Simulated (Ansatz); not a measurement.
A geometry of Zr away from equilibrium: step 2 of the relaxation of a relaxed Zr cell, doubled along one cell vector, shaken by Gaussian noise of σ = 0.08 Å a coordinate. All values below come from PBE (plane waves to 420 eV, PAW, scalar-relativistic; Ansatz, a quantum-chemistry and plane-wave program). Γ-centred k-mesh 6×12×4 on the run's cell (coarser than for final values), Fermi–Dirac smearing 0.05 eV.

```yaml
crystal:
  lattice:
    - [3.20904, -5.40940, -0.01921]
    - [1.60088, 2.70255, 0.00662]
    - [-0.00755, 0.02423, 8.11048]
  atoms:
    - { symbol: Zr, position: [0.24856, 0.47851, 0.31057] }
    - { symbol: Zr, position: [0.73983, 0.49225, 0.32433] }
    - { symbol: Zr, position: [0.23795, 0.47661, 0.67406] }
    - { symbol: Zr, position: [0.74363, 0.48693, 0.68069] }
    - { symbol: Zr, position: [0.99170, 0.99772, 0.00250] }
    - { symbol: Zr, position: [0.49005, 0.99033, 0.99433] }
```

Question: Which atoms carry the largest force, and which way does it point?

Answer: 0.43 eV/Å, on Zr2 (atoms numbered as listed); on Zr2 its components are (0.05, -0.22, -0.37).

Question: What is the pressure?

Answer: -0.5 GPa, compression positive.

Question: How far above the relaxed end point is this geometry?

Answer: 0.12 eV/atom; the path ends in R-3m (No. 166) (AFLOW prototype A_hR3_166_ac (C19, as in Sm)).

No spin polarisation in the result.

The end of the path is a generated cell of Zr: the first start was made by a random draw of sites in a space group, and the end was not matched to a known phase here, so it may be hypothetical. Known forms of Zr include space group No. 194.
